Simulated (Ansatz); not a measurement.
Profile along the N–V line in VN (rock salt)

VN (rock salt)

```yaml
crystal:
  lattice:
    - [0.00000, 2.03657, 2.03657]
    - [2.03657, 0.00000, 2.03657]
    - [2.03657, 2.03657, 0.00000]
  atoms:
    - { symbol: N, position: [0.00000, 0.00000, 0.00000] }
    - { symbol: V, position: [0.50000, 0.50000, 0.50000] }
```

Fields along a shortest N–V line of a {110} plane (2.04 Å), from N to V, interpolated on the slice's grid (step about 0.2 Å). All values below come from PBEsol (plane waves to 420 eV, PAW, scalar-relativistic; Ansatz, a first-principles code). k mesh 20×20×20. Inside the PAW spheres the values are not all-electron values, and peaks at nuclei hang on which shells count as valence. VN is run without spin polarisation. VN was relaxed with its symmetry unable to fall.

```csv
distance from N (Å),valence electron density (e/Å³),electron localisation function
0.00,3.52,x
0.10,3.58,x
0.20,3.60,x
0.31,3.39,x
0.41,2.91,0.65
0.51,2.24,0.77
0.61,1.62,0.80
0.71,1.16,0.78
0.82,0.86,0.66
0.92,0.67,0.42
1.02,0.60,0.20
1.12,0.68,0.18
1.22,0.99,0.20
1.33,1.75,0.38
1.43,3.26,0.58
1.53,5.53,0.70
1.63,8.38,0.75
1.73,11.44,x
1.84,14.19,x
1.94,16.07,x
2.04,16.72,x
```

x: too close to a nucleus for the ELF to mean much.

Density on the N–V line (2.04 Å) at its midpoint: 0.60 e/Å³. ELF at that point: 0.20.
